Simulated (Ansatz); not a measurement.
The following input was run with Ansatz 0.2.0.

```yaml
crystal:
  lattice:
    - [4.0182955161, 0.0, 0.0]
    - [0.0, 4.0182955161, 0.0]
    - [0.0, 0.0, 9.1046701105]
  atoms:
    - { symbol: Ca, position: [0.0, 0.5, 0.1337733217] }
    - { symbol: Ca, position: [0.5, 0.0, 0.8662266783] }
    - { symbol: H, position: [0.0, 0.0, 0.0] }
    - { symbol: H, position: [0.5, 0.5, 0.0] }
    - { symbol: I, position: [0.0, 0.5, 0.6918524945] }
    - { symbol: I, position: [0.5, 0.0, 0.3081475055] }
basis:
  ecutwfc: 500
kpoints:
  mp_grid: { grid: [6, 6, 4] }
  band_path:
    path:
      - [[0.0, 0.0, 0.0], [0.0, 0.5, 0.0], [0.5, 0.5, 0.0], [0.0, 0.0, 0.0], [0.0, 0.0, 0.5], [0.0, 0.5, 0.5], [0.5, 0.5, 0.5], [0.0, 0.0, 0.5]]
      - [[0.0, 0.5, 0.0], [0.0, 0.5, 0.5]]
      - [[0.5, 0.5, 0.0], [0.5, 0.5, 0.5]]
    npoints: 14
hamiltonian:
  xc: r2scan
scf:
  occupations: { method: gaussian, width: 0.02 }
  n_extra_bands: 15
output:
  forces: true
  stress: true
  eigenvalues: true
  populations: true
  dos: { projected: true, de: 0.02, nscf_kmesh: { grid: [9, 9, 6] } }
  bader: true
```

Command:
```bash
ansatz run input.yaml --threads 1 --pin off --max-ram 2560MiB --backend cpu --events-out ev --progress --plain --runs-dir out
```

Theory: DFT r2SCAN, scalar-relativistic, plane waves, PAW in Ansatz.

From the run's log, abridged:

```
scf.n_extra_bands = 15 over 28 filled bands (N_el = 56.0): the run solves 43 bands
Pseudopotentials: kind: paw
Pseudopotential: Ca, paw, valence charge 10, recommended cutoff 500 eV (meta_gga)
Pseudopotential: H, paw, valence charge 1, recommended cutoff 500 eV (meta_gga)
Pseudopotential: I, paw, valence charge 17, recommended cutoff 500 eV (meta_gga)
Functional definition: r2SCAN
Crystal: 6 atoms, lattice volume = 147.010 Å³
Basis set: ecut = 500 eV, 3761 PW (Γ), exchange–correlation on 120×120×288 points (64 copies of the dense FFT grid, shifted against one another)
Bands: 43, of which v1, the nominal top of the filled ones, is band 28 counted from 1 (27 counted from 0)
Symmetry: 16 space group operations
Space group: P4/nmm (ITA 129), of the structure as read, at distance tolerance 5.3e-5 Å
k-points: 30 of 144
Initial density: superposition of atomic densities (neutral atoms: chi_scale 0, normalization atom), corrected by the library's trained network
Initial wavefunctions: pseudopotential atomic-orbital guess
Functional: x = r2scan, c = r2scan; τ floored in thin density (d = 2e-4 eV/Å³)
SCF iter   1: F=—  HF=-18738.935023 eV  |F-HF|=—  |Δ(HF+E_count)|=         —  Δρ=4.57e-3  dr2=4.59e-2  dr2_τ=8.82e-3  ethr=1.77e-3  ⟨swp⟩=9.2  Hψ=7676  notcnv=0  defer=42
SCF iter   2: F=—  HF=-18739.025394 eV  |F-HF|=—  |Δ(HF+E_count)|=   9.04e-2  Δρ=2.22e-3  dr2=7.70e-3  dr2_τ=2.34e-4  ethr=8.20e-5  ⟨swp⟩=3.2  Hψ=2326  notcnv=0  defer=290
SCF iter   3: F=—  HF=-18739.024830 eV  |F-HF|=—  |Δ(HF+E_count)|=   5.64e-4  Δρ=5.39e-4  dr2=4.84e-4  dr2_τ=3.42e-5  ethr=1.37e-5  ⟨swp⟩=3.3  Hψ=2010  notcnv=0  defer=290
SCF iter   4: F=—  HF=-18739.024954 eV  |F-HF|=—  |Δ(HF+E_count)|=   1.24e-4  Δρ=2.05e-4  dr2=3.80e-5  dr2_τ=4.75e-6  ethr=8.65e-7  ⟨swp⟩=2.0  Hψ=1310  notcnv=0  defer=290
SCF iter   5: F=—  HF=-18739.024979 eV  |F-HF|=—  |Δ(HF+E_count)|=   2.50e-5  Δρ=3.92e-5  dr2=1.70e-6  dr2_τ=1.50e-7  ethr=6.78e-8  ⟨swp⟩=2.0  Hψ=1451  notcnv=0  defer=290
SCF iter   6: F=-18739.024980 eV  HF=-18739.024980 eV  |F-HF|=1.79e-8  |Δ(HF+E_count)|=   1.20e-6  Δρ=6.68e-6  dr2=4.79e-8  dr2_τ=3.89e-9  ethr=1.79e-10  ⟨swp⟩=11.4  Hψ=8339  notcnv=0
SCF 1 converged in 6 iterations: F = -18739.024980 eV  dr2 = 4.79e-8
SCF converged after 6 iterations
Free energy (F): -18739.024980 eV
Harris-Foulkes:  -18739.024980 eV  (|F-HF|=1.79e-8)
Internal energy: -18739.024980 eV  (E = F + TS)
E sigma→0 (E₀):  -18739.024980 eV
Fermi energy:    6.716466 eV
--- Per-component energies (eV) ---
  E_band       = -1111.271526
  E_kinetic    = 960.654601
  E_local      = -5586.272281  (includes V_loc(G=0)·N_el)
  E_nonlocal   = -51.854552
  E_hartree    = 2600.093172
  E_xc         = -535.029779
  E_vxc        = -693.833988  (∫ρ·V_xc dr)
  E_paw        = -11406.878529  (= ΣΔE_a)
  E_vpaw       = -980.615060  (= ΣTr[D̂ρ^β])
  E_aug_tail   = -0.000933  (compensation charges beyond the density's cutoff)
  E_vtau       = 40.470461  (kinetic-family band-sum trace: ∫τ·v_τ [+ j·A + Jᵃ·Aᵃ] dr)
  E_ewald      = -4719.441454
  E_core_change = -0.295225  (= ΣΔE_core)
  E_smearing   =  0.000000  (= −TS)
--- Forces (eV/Å), atoms counted from 1 ---
  atom   1  Ca     0.00000000     0.00000000     0.00129827
  atom   2  Ca     0.00000000     0.00000000    -0.00129827
  atom   3  H      0.00000000     0.00000000     0.00000000
  atom   4  H      0.00000000     0.00000000     0.00000000
  atom   5  I      0.00000000     0.00000000    -0.00003591
  atom   6  I      0.00000000     0.00000000     0.00003591
--- Stress (GPa, compression-positive) ---
       -0.000253       0.000000       0.000000
        0.000000      -0.000253       0.000000
        0.000000       0.000000       0.006299
  P = ⅓ Tr σ = 0.0019 GPa (0.019 kbar)
--- Band table (eV; the first three rows and the last of 30) ---
  k-point 0: bands = ["-39.6213", "-39.6213", "-39.6175", "-39.6174", "-39.6118", "-39.6118", "-39.6116", "-39.6116", "-39.6082", "-39.6082", "-36.3429", "-36.3256", "-16.5610", "-16.4654", "-16.4402", "-16.4402", "-16.3903", "-16.3903", "-7.1946", "-6.9930", "0.6699", "3.3531", "3.7999", "3.8188", "4.2429", "4.2429", "4.4207", "4.4207", "8.8884", "9.3148", "9.9130", "9.9130", "10.4259", "10.7189", "10.7947", "11.2117", "11.3130", "11.6265", "11.7748", "11.7748", "14.1139", "14.3055", "14.3055"]
  k-point 1: bands = ["-39.6213", "-39.6213", "-39.6175", "-39.6174", "-39.6118", "-39.6118", "-39.6116", "-39.6116", "-39.6082", "-39.6082", "-36.3429", "-36.3256", "-16.5610", "-16.4654", "-16.4402", "-16.4402", "-16.3903", "-16.3903", "-7.1793", "-7.0098", "0.7525", "2.7817", "3.8191", "4.2323", "4.2323", "4.4114", "4.4325", "4.4325", "8.8683", "9.3493", "9.9122", "9.9122", "10.3002", "10.3467", "10.7197", "11.3119", "11.3208", "11.7509", "11.7509", "11.8172", "13.7324", "14.3058", "14.5098"]
  k-point 2: bands = ["-39.6213", "-39.6213", "-39.6175", "-39.6174", "-39.6118", "-39.6118", "-39.6116", "-39.6116", "-39.6082", "-39.6082", "-36.3429", "-36.3256", "-16.5609", "-16.4655", "-16.4402", "-16.4402", "-16.3903", "-16.3903", "-7.1601", "-7.0304", "0.8519", "2.4472", "3.8193", "4.2228", "4.2228", "4.4431", "4.4431", "4.7831", "8.8490", "9.3449", "9.9115", "9.9115", "10.0477", "10.1834", "10.7205", "11.3107", "11.4446", "11.7279", "11.7279", "11.8776", "13.4305", "14.5416", "14.8794"]
  k-point 29: bands = ["-39.6221", "-39.6221", "-39.6150", "-39.6150", "-39.6121", "-39.6121", "-39.6119", "-39.6119", "-39.6074", "-39.6074", "-36.3269", "-36.3269", "-16.5245", "-16.5245", "-16.4902", "-16.4902", "-16.4325", "-16.4325", "-6.4806", "-6.4806", "2.2656", "2.2656", "2.3923", "2.3923", "3.2596", "3.2596", "3.5252", "3.5252", "9.2208", "9.2208", "9.9499", "9.9499", "11.0407", "11.0407", "11.7698", "11.7698", "11.8434", "11.8434", "12.1440", "12.1440", "12.5952", "12.5952", "13.5313"]
--- Löwdin populations: 6 sites ---
  site symbol q [e]
     0     Ca      8.4123
     1     Ca      8.4123
     2      H      1.6973
     3      H      1.6973
     4      I     17.6338
     5      I     17.6338
  spilling = 0.009164 (of n_electrons = 56.000000)
--- Bader charges: 6 sites ---
  site symbol charge [e]  shift [e]
     0     Ca      1.5160     0.0001
     1     Ca      1.5160     0.0001
     2      H     -0.7544     0.0001
     3      H     -0.7544     0.0001
     4      I     -0.7615     0.0000
     5      I     -0.7615     0.0000
  estimated error of the sums over rays = 1.7e-4 e
```

The run converged.

Time: 120 s on 1 thread of Intel(R) Xeon(R) Platinum 8259CL CPU @ 2.50GHz (Skylake/Cascade Lake) (shared host), peak memory 1 GiB.

Spin-orbit coupling is left out, which matters for the bands of heavy elements. The cell holds layers, and r2SCAN describes their binding at middle range but leaves out its long-range dispersion part.